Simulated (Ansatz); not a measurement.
input.yaml (Ansatz)

```yaml
crystal:
  lattice:
    - [2.3290547973, 0.0, 0.0]
    - [0.0, 2.3290547973, 0.0]
    - [0.0, 0.0, 2.3290547973]
  atoms:
    - { symbol: Fe, position: [0.0, 0.0, 0.0], spin: 2.263 }
hamiltonian:
  xc: pbesol
  pseudopotentials:
    kind: paw
    azcp:
      Fe: "pseudopotentials/Fe.paw.azcp"
basis:
  ecutwfc: 420
  fft_grid_basis: typed
kpoints:
  mp_grid: { grid: [15, 15, 15], shift: [0, 0, 0] }
magnetization:
  spin_polarized: true
scf:
  occupations: { method: fermi_dirac, width: 0.05 }
  lower_state_search: "off"
output:
  stress: true
```

Output

```
Warning: the record states the generating functional pbe (its physics header spells it `PBE`), which answers neither for hamiltonian.xc's functional nor for the pbesol family's — results may be inconsistent (PPs are generated against a specific XC)
Engine: ansatz 0.2.0, aarch64-unknown-linux-gnu
Pseudopotentials: kind: paw
Pseudopotential: Fe, paw, valence charge 16, recommended cutoff 420 eV (normal) 
Functional definition: PBEsol
  exchange = pbesol_x
  correlation = pbesol_c
Crystal: 1 atoms, lattice volume = 12.634 Å³
Basis set: ecut = 420 eV, 251 PW (Γ)
Bands: 14, of which v1, the nominal top of the filled ones, is band 8 counted from 1 (7 counted from 0)
Symmetry: 48 space group operations
Space group: Pm-3m (ITA 221), of the structure as read, at distance tolerance 2.3e-5 Å
Magnetic group: BNS 221.92 (UNI 1594), of the structure as read, at distance tolerance 2.3e-5 Å
k-points: 120 of 3375
Non-local potential: Fe, projectors of the file, l = 0: 3, l = 1: 2, l = 2: 3, l = 3: 1
PAW form: soft (Blöchl's): semilocal exchange-correlation on the pseudo side does not see the compensation charge
PAW frozen core: Fe, regenerated for the run's functional, and the local potential with it (the file was generated under x = pbe(κ = 0.804, μ = 0.2195149727645171), c = pbe(β = 0.06672455060314922))
PAW one-centre angular grid: Fe, 590 points (default); XC on 64 Gauss nodes
Initial density: superposition of atomic densities (chi_scale 0.1, normalization cell)
Starting moments: Σ|m| = 2.263 μB on 1 of 1 site
Initial wavefunctions: pseudopotential atomic-orbital guess
Functional: x = pbesol(κ = 0.804, μ = 0.12345679012345678), c = pbesol(β = 0.046)
iter 1 solved again at ethr=4.99e-4 eV; its pass at ethr=3.10e-3 eV (dr2=7.98e-2 eV) is discarded
SCF iter   1: F=—  HF=-4447.824740 eV  |F-HF|=—  |Δ(HF+E_count)|=         —  Δρ=4.41e-2 (↑2.02e-2 ↓4.41e-2)  dr2=8.00e-2  dr2_m=8.62e-2  M=2.194 μB ∫|m|=2.203 μB  β_m=1.00  ethr=4.99e-4  ⟨swp⟩=1.0  Hψ=21758  notcnv=0
SCF iter   2: F=—  HF=-4447.897531 eV  |F-HF|=—  |Δ(HF+E_count)|=   7.28e-2  Δρ=2.25e-2 (↑9.45e-3 ↓2.25e-2)  dr2=2.99e-2  dr2_m=1.45e-2  M=2.232 μB ∫|m|=2.268 μB  β_m=1.00  ethr=4.99e-4  ⟨swp⟩=2.4  Hψ=6041  notcnv=0
SCF iter   3: F=—  HF=-4447.912818 eV  |F-HF|=—  |Δ(HF+E_count)|=   1.53e-2  Δρ=8.69e-3 (↑4.14e-3 ↓8.69e-3)  dr2=4.79e-3  dr2_m=2.58e-3  M=2.257 μB ∫|m|=2.303 μB  β_m=1.00  ethr=1.87e-4  ⟨swp⟩=2.0  Hψ=5193  notcnv=0  defer=4
SCF iter   4: F=—  HF=-4447.943215 eV  |F-HF|=—  |Δ(HF+E_count)|=   3.04e-2  Δρ=3.46e-3 (↑3.46e-3 ↓1.83e-3)  dr2=2.39e-4  dr2_m=6.78e-4  M=2.271 μB ∫|m|=2.321 μB  β_m=1.00  ethr=3.00e-5  ⟨swp⟩=2.1  Hψ=5801  notcnv=0  defer=4
SCF iter   5: F=—  HF=-4447.965173 eV  |F-HF|=—  |Δ(HF+E_count)|=   2.20e-2  Δρ=1.78e-3 (↑1.78e-3 ↓7.96e-4)  dr2=1.02e-4  dr2_m=1.76e-4  M=2.278 μB ∫|m|=2.330 μB  β_m=0.30  ethr=1.49e-6  ⟨swp⟩=2.0  Hψ=6066  notcnv=0  defer=5
Mixer restart at iter 5: flushing history
spin-set hold released at iteration 5 (site moments contracting): the magnetisation degrees of freedom join the quasi-Newton model from the next iteration; the mixer history was flushed
SCF iter   6: F=—  HF=-4447.979283 eV  |F-HF|=—  |Δ(HF+E_count)|=   1.41e-2  Δρ=1.58e-3 (↑1.58e-3 ↓1.42e-3)  dr2=9.61e-6  dr2_m=2.53e-4  M=2.281 μB ∫|m|=2.335 μB  β_m=0.65  ethr=6.37e-7  ⟨swp⟩=2.0  Hψ=5520  notcnv=0  defer=5
SCF iter   7: F=—  HF=-4447.994376 eV  |F-HF|=—  |Δ(HF+E_count)|=   1.51e-2  Δρ=2.83e-3 (↑2.83e-3 ↓6.73e-4)  dr2=7.90e-4  dr2_m=1.95e-4  M=2.292 μB ∫|m|=2.350 μB  β_m=0.60  ethr=6.01e-8  ⟨swp⟩=3.0  Hψ=8169  notcnv=0  defer=7
SCF iter   8: F=—  HF=-4447.994216 eV  |F-HF|=—  |Δ(HF+E_count)|=   1.60e-4  Δρ=1.30e-3 (↑2.10e-4 ↓1.30e-3)  dr2=1.48e-4  dr2_m=4.73e-5  M=2.291 μB ∫|m|=2.350 μB  β_m=0.63  ethr=6.01e-8  ⟨swp⟩=3.1  Hψ=7141  notcnv=0  defer=7
SCF iter   9: F=—  HF=-4447.994212 eV  |F-HF|=—  |Δ(HF+E_count)|=   4.58e-6  Δρ=4.41e-4 (↑1.46e-4 ↓4.41e-4)  dr2=7.91e-6  dr2_m=9.75e-6  M=2.292 μB ∫|m|=2.351 μB  β_m=0.82  ethr=6.01e-8  ⟨swp⟩=2.0  Hψ=5332  notcnv=0  defer=7
SCF iter  10: F=—  HF=-4447.994214 eV  |F-HF|=—  |Δ(HF+E_count)|=   2.38e-6  Δρ=7.53e-5 (↑4.85e-5 ↓7.53e-5)  dr2=6.76e-8  dr2_m=4.42e-7  M=2.292 μB ∫|m|=2.352 μB  β_m=0.91  ethr=6.25e-10  ⟨swp⟩=3.4  Hψ=12235  notcnv=0
SCF iter  11: F=-4447.994214 eV  HF=-4447.994214 eV  |F-HF|=1.20e-9  |Δ(HF+E_count)|=   1.44e-7  Δρ=8.49e-6 (↑6.21e-6 ↓8.49e-6)  dr2=5.08e-10  dr2_m=6.23e-9  M=2.292 μB ∫|m|=2.352 μB  ethr=4.22e-10  ⟨swp⟩=3.5  Hψ=8825  notcnv=0
SCF 1 converged in 11 iterations: F = -4447.994214 eV  dr2 = 5.08e-10
SCF converged after 11 iterations
Magnetization: 2.2925 μB (9.1462 up, 6.8538 down)
Absolute magnetization: 2.3520 μB (∫|ρ↑−ρ↓|, with the PAW one-centre terms)
Spin contamination: 0.0257 ħ² per cell (⟨S²⟩ above its minimum at these occupations)
Per-site moments (μB) at R_I (Å): [(2.2552167606088553, 0.9607351038862499)]
Free energy (F): -4447.994214 eV
Harris-Foulkes:  -4447.994214 eV  (|F-HF|=1.20e-9)
Internal energy: -4447.987953 eV  (E = F + TS)
E sigma→0 (E₀):  -4447.991084 eV
Entropy (-TS):   -0.006261 eV (-6.261 meV/atom)
Fermi energy:    16.278353 eV
--- Per-component energies (eV) ---
  E_band       = -246.028947
  E_kinetic    = 351.719414
  E_local      = -2278.635169  (includes V_loc(G=0)·N_el)
  E_nonlocal   = 222.632130
  E_hartree    = 955.112009
  E_xc         = -116.375395
  E_vxc        = -150.451848  (∫ρ·V_xc dr)
  E_paw        = -1337.256154  (= ΣΔE_a)
  E_vpaw       = -301.519800  (= ΣTr[D̂ρ^β])
  E_aug_tail   = 0.000940  (compensation charges beyond the density's cutoff)
  E_ewald      = -2245.364930
  E_core_change = 0.179202  (= ΣΔE_core)
  E_smearing   = -0.006261  (= −TS)
  E_closure    = 0.000000  (closes the sum)
  Σ components = -4447.994214   (vs F -4447.994214, Δ=0.00e0)
--- Stress (GPa, compression-positive) ---
       -0.715204      -0.000000       0.000000
       -0.000000      -0.715204       0.000000
        0.000000       0.000000      -0.715204
  P = ⅓ Tr σ = -0.7152 GPa (-7.152 kbar)
```
